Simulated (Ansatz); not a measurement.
Wurtzite alloy of AlN and BN (9 of 48 Al sites exchanged), 96 atoms

Ansatz, PAW, plane waves. PBEsol relaxation of cell lengths and atoms (angles held) at the single k point (¼, ¼, ¼) without its symmetry partners; single points on the relaxed atoms at the single k point (¼, ¼, ¼) without its symmetry partners, onto which points of the small cell's zone fold. Arrangement: random. No spin–orbit coupling unless named.

Relaxed structure:

```yaml
crystal:
  lattice:
    - [9.04010, 0.00000, 0.00000]
    - [0.00000, 10.45639, 0.00000]
    - [0.00000, 0.00000, 9.66654]
  atoms:
    - { symbol: B, position: [0.17154, 0.07897, 0.25577] }
    - { symbol: B, position: [0.50454, 0.08238, 0.24612] }
    - { symbol: B, position: [0.50519, 0.07647, 0.74702] }
    - { symbol: B, position: [0.82964, 0.08056, 0.74928] }
    - { symbol: B, position: [0.50047, 0.58488, 0.75473] }
    - { symbol: B, position: [0.82974, 0.58278, 0.25454] }
    - { symbol: B, position: [0.16798, 0.41446, 0.00471] }
    - { symbol: B, position: [0.66458, 0.16053, 0.49396] }
    - { symbol: B, position: [0.50091, 0.92493, 0.99792] }
    - { symbol: Al, position: [0.17053, 0.08255, 0.74575] }
    - { symbol: Al, position: [0.00325, 0.33430, 0.24232] }
    - { symbol: Al, position: [0.99670, 0.32903, 0.75434] }
    - { symbol: Al, position: [0.33227, 0.32517, 0.24228] }
    - { symbol: Al, position: [0.33630, 0.33208, 0.75465] }
    - { symbol: Al, position: [0.16676, 0.58158, 0.24434] }
    - { symbol: Al, position: [0.16883, 0.57658, 0.75349] }
    - { symbol: Al, position: [0.99635, 0.83527, 0.24958] }
    - { symbol: Al, position: [0.00108, 0.83515, 0.74954] }
    - { symbol: Al, position: [0.82783, 0.08557, 0.25029] }
    - { symbol: Al, position: [0.66080, 0.32857, 0.25241] }
    - { symbol: Al, position: [0.66420, 0.32547, 0.74209] }
    - { symbol: Al, position: [0.50363, 0.58213, 0.24908] }
    - { symbol: Al, position: [0.33982, 0.84542, 0.24348] }
    - { symbol: Al, position: [0.34316, 0.83813, 0.75458] }
    - { symbol: Al, position: [0.82483, 0.58204, 0.74806] }
    - { symbol: Al, position: [0.66729, 0.83635, 0.24262] }
    - { symbol: Al, position: [0.65816, 0.84145, 0.75496] }
    - { symbol: Al, position: [0.99343, 0.16565, 0.49591] }
    - { symbol: Al, position: [0.00483, 0.16789, 0.99832] }
    - { symbol: Al, position: [0.34485, 0.16373, 0.48952] }
    - { symbol: Al, position: [0.33608, 0.15962, 0.00227] }
    - { symbol: Al, position: [0.16734, 0.41506, 0.49856] }
    - { symbol: Al, position: [0.99613, 0.66521, 0.49194] }
    - { symbol: Al, position: [0.99815, 0.65839, 0.00559] }
    - { symbol: Al, position: [0.66104, 0.15839, 0.98904] }
    - { symbol: Al, position: [0.49943, 0.41368, 0.50535] }
    - { symbol: Al, position: [0.49615, 0.41758, 0.99238] }
    - { symbol: Al, position: [0.33888, 0.66652, 0.50431] }
    - { symbol: Al, position: [0.33705, 0.66697, 0.99310] }
    - { symbol: Al, position: [0.16898, 0.91722, 0.49302] }
    - { symbol: Al, position: [0.17226, 0.92143, 0.00524] }
    - { symbol: Al, position: [0.83057, 0.41098, 0.49239] }
    - { symbol: Al, position: [0.83218, 0.41983, 0.00391] }
    - { symbol: Al, position: [0.66424, 0.66585, 0.49826] }
    - { symbol: Al, position: [0.66338, 0.66976, 0.99918] }
    - { symbol: Al, position: [0.50533, 0.92622, 0.49673] }
    - { symbol: Al, position: [0.82740, 0.92505, 0.50577] }
    - { symbol: Al, position: [0.83198, 0.92086, 0.99187] }
    - { symbol: N, position: [0.01648, 0.15736, 0.19570] }
    - { symbol: N, position: [0.98055, 0.15545, 0.69325] }
    - { symbol: N, position: [0.33617, 0.14625, 0.20138] }
    - { symbol: N, position: [0.35924, 0.15909, 0.69076] }
    - { symbol: N, position: [0.16969, 0.41526, 0.16986] }
    - { symbol: N, position: [0.16603, 0.40857, 0.68938] }
    - { symbol: N, position: [0.98082, 0.65732, 0.20125] }
    - { symbol: N, position: [0.99748, 0.66529, 0.68787] }
    - { symbol: N, position: [0.64653, 0.15884, 0.18497] }
    - { symbol: N, position: [0.66230, 0.14782, 0.68359] }
    - { symbol: N, position: [0.49840, 0.41582, 0.18602] }
    - { symbol: N, position: [0.49954, 0.43526, 0.70082] }
    - { symbol: N, position: [0.33651, 0.67319, 0.18682] }
    - { symbol: N, position: [0.35146, 0.66034, 0.70338] }
    - { symbol: N, position: [0.16558, 0.93493, 0.20053] }
    - { symbol: N, position: [0.17164, 0.91404, 0.68721] }
    - { symbol: N, position: [0.82880, 0.43099, 0.20036] }
    - { symbol: N, position: [0.83186, 0.41457, 0.68650] }
    - { symbol: N, position: [0.68349, 0.65888, 0.19511] }
    - { symbol: N, position: [0.64655, 0.66484, 0.69635] }
    - { symbol: N, position: [0.50425, 0.93885, 0.17480] }
    - { symbol: N, position: [0.50021, 0.93752, 0.68981] }
    - { symbol: N, position: [0.83408, 0.92142, 0.18450] }
    - { symbol: N, position: [0.83139, 0.93286, 0.70253] }
    - { symbol: N, position: [0.16733, 0.08446, 0.42273] }
    - { symbol: N, position: [0.16814, 0.08356, 0.93571] }
    - { symbol: N, position: [0.00181, 0.33253, 0.43509] }
    - { symbol: N, position: [0.01587, 0.34352, 0.95176] }
    - { symbol: N, position: [0.52023, 0.08961, 0.41872] }
    - { symbol: N, position: [0.49866, 0.06672, 0.92139] }
    - { symbol: N, position: [0.33365, 0.33250, 0.43654] }
    - { symbol: N, position: [0.31477, 0.33649, 0.95024] }
    - { symbol: N, position: [0.16976, 0.58393, 0.43931] }
    - { symbol: N, position: [0.16761, 0.56417, 0.95000] }
    - { symbol: N, position: [0.99424, 0.83775, 0.44303] }
    - { symbol: N, position: [0.00619, 0.82870, 0.94500] }
    - { symbol: N, position: [0.81106, 0.09404, 0.44360] }
    - { symbol: N, position: [0.83522, 0.08753, 0.91677] }
    - { symbol: N, position: [0.66228, 0.30942, 0.45128] }
    - { symbol: N, position: [0.66644, 0.32889, 0.93744] }
    - { symbol: N, position: [0.50099, 0.57856, 0.43906] }
    - { symbol: N, position: [0.50193, 0.58387, 0.92062] }
    - { symbol: N, position: [0.34064, 0.83509, 0.43832] }
    - { symbol: N, position: [0.35308, 0.84538, 0.95121] }
    - { symbol: N, position: [0.82832, 0.57974, 0.42155] }
    - { symbol: N, position: [0.82924, 0.58541, 0.93786] }
    - { symbol: N, position: [0.66730, 0.83405, 0.43889] }
    - { symbol: N, position: [0.64553, 0.84559, 0.95103] }
```

Q: What are the mean bond lengths by pair (pairs within 1.2 times the sum of covalent radii, less contacts 15 % beyond the pair's median; cation–cation pairs of compounds aside; long ionic contacts are cut short by that bound)?

A: Al–N 1.883 ± 0.031 Å (standard deviation, 156 bonds); B–N 1.657 ± 0.056 Å (standard deviation, 36 bonds).

Q: What gap lies between the top filled and the lowest empty level in the single points?

A: r²SCAN 5.21 eV (7.3 s on NVIDIA H100). Away from Γ this isn't the crystal's band gap.
